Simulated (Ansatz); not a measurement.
SrPdF4:
```cif
data_F8Pd2Sr2
_chemical_formula_sum 'Sr2 Pd2 F8'
_space_group_name_H-M_alt 'P 1'
_space_group_IT_number 1
_cell_length_a 6.70012
_cell_length_b 6.70012
_cell_length_c 6.70012
_cell_angle_alpha 128.489
_cell_angle_beta 128.489
_cell_angle_gamma 75.834
loop_
_space_group_symop_operation_xyz
  'x, y, z'
loop_
_atom_site_label
_atom_site_type_symbol
_atom_site_fract_x
_atom_site_fract_y
_atom_site_fract_z
_atom_site_occupancy
Sr1 Sr 0.25000 0.25000 0.00000 1
Sr2 Sr 0.75000 0.75000 0.00000 1
Pd1 Pd 0.50000 0.00000 0.50000 1
Pd2 Pd 0.00000 0.50000 0.50000 1
F1 F 0.46339 0.96339 0.16190 1
F2 F 0.53661 0.03661 0.83810 1
F3 F 0.96339 0.80149 0.50000 1
F4 F 0.03661 0.19851 0.50000 1
F5 F 0.80149 0.30149 0.83810 1
F6 F 0.19851 0.69851 0.16190 1
F7 F 0.30149 0.46339 0.50000 1
F8 F 0.69851 0.53661 0.50000 1
```

Relaxed with PBEsol.

Task: Tabulate the valence density and the electron localisation function along the shortest Pd–F contact (1.97 Å), the program Ansatz at the PBEsol level (PAW).

Result: 

| distance from Pd (Å) | density (e/Å³) | ELF |
|---|---|---|
| 0.20 | 12.91 | 0.31 |
| 0.30 | 11.47 | 0.38 |
| 0.39 | 9.38 | 0.42 |
| 0.49 | 6.99 | 0.41 |
| 0.59 | 4.71 | 0.36 |
| 0.69 | 2.87 | 0.27 |
| 0.79 | 1.62 | 0.18 |
| 0.89 | 0.95 | 0.12 |
| 0.99 | 0.73 | 0.12 |
| 1.09 | 0.76 | 0.23 |
| 1.18 | 0.96 | 0.50 |
| 1.28 | 1.38 | 0.71 |
| 1.38 | 2.21 | 0.78 |
| 1.48 | 3.65 | 0.77 |
| 1.58 | 5.74 | 0.71 |
| 1.68 | 8.26 | 0.62 |
| 1.78 | 10.86 | 0.51 |

The density is the valence pseudo-density with augmentation charge, so density and ELF within about 1 Å of a nucleus are not all-electron values.

Space group I4/mcm. The workflow started from a Materials Project entry (that database holds measured and hypothetical structures alike); the Crystallography Open Database copy checked does not list it. Its standing as an ambient phase is unchecked. The PBEsol relaxation kept the symmetry of its start; its stability against distortions is not shown here. The run is not spin-polarised.

Potentials: the later of the program's two PAW sets.
